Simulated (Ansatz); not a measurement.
**La₃GaBr₃: pressure against volume**

A database entry relaxed whole under r2SCAN (Pm-3m):

```
La Ga Br
1.0
     6.14248    0.00000    0.00000
     0.00000    6.14248    0.00000
     0.00000    0.00000    6.14248
La Ga Br
3 1 3
Direct
  0.50000 0.50000 0.00000
  0.00000 0.50000 0.50000
  0.50000 0.00000 0.50000
  0.50000 0.50000 0.50000
  0.50000 0.00000 0.00000
  0.00000 0.50000 0.00000
  0.00000 0.00000 0.50000
```

The cell was scaled uniformly, its shape held, and the atoms relaxed at each volume with plane-wave PAW DFT (Ansatz 0.2.0; r2SCAN, 500 eV, 6×6×6 Γ-centred mesh, fermi-dirac occupations of width 0.100 eV; no spin, no spin-orbit coupling). One row is withheld.

```
volume (Å³/atom)  energy over the lowest (meV/atom)  pressure (GPa)
          31.122                               18.6            3.24
          31.784                                7.8            2.04
          32.446                                1.8            0.96
          33.108                                0.0            0.00
          33.770                                  ?               ?
          34.432                                7.4           -1.64
          35.095                               15.8           -2.33
```

Question: Fit the pressures of the other rows to the third-order Birch-Murnaghan form.

Answer: With f = [(V₀/V)^(2/3) − 1]/2 and P = 3B₀f(1 + 2f)^(5/2)[1 + 3(B₀′ − 4)f/2], least squares gives V₀ = 33.11 Å³ an atom, B₀ = 45.6 GPa and B₀′ = 4.5; the rows miss the fit by less than 0.01 GPa. The slope of the energies differs from these pressures by 0.06 GPa, since they are taken to zero smearing while pressures follow the free energy.

Question: What does the withheld row hold?

Answer: The fit gives -0.86 GPa at 33.770 Å³; the run gave -0.86 GPa and 2.0 meV an atom.

Caveats: the shape of the cell was held; 0 K, fixed nuclei; the symmetry was kept, and this need not be the phase that is stable at 0 K; one mesh for all volumes; pressure is positive in compression.
